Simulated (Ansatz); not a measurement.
Space group I-42d (No. 122). a = 4.946 Å, b = 4.946 Å, c = 7.313 Å, α = 90.00°, β = 90.00°, γ = 90.00°
```csv
atom,site,symmetry,x,y,z
Si,4a,-4..,0.0000,0.0000,0.0000
O,8d,.2.,0.2500,0.5982,0.3750
```

Equation of state of this SiO2 structure (not necessarily the ground state), with shape and atoms relaxed at each volume where symmetry leaves them free. Theory: Ansatz, DFT r2SCAN, scalar-relativistic, plane waves, PAW.

Plane waves to 500 eV, a k mesh through Γ of 8×8×8 on the computed 6-atom cell and Gaussian smearing (0.02 eV); no spin polarisation.

```
V (Å³/atom) E − E(largest V) (meV/atom) P (GPa) gap on mesh (eV)
     13.121                         8.51     3.52              7.06
     13.569                         0.15     2.48              6.92
     14.016                        -5.46     1.55              6.80
     14.463                        -8.65     0.76              6.68
     14.910                        -9.66     0.00              6.56
     15.358                        -8.73    -0.69              6.44
     15.805                        -6.04    -1.25              6.33
     16.402                         0.00    -1.99              6.19
```

Problem. Fit a third-order Birch–Murnaghan equation to E(V).

Solution. V0 = 14.91 Å³/atom, B0 = 23 GPa, B0' = 2.6.

This form isn't the usual stable structure of the compound.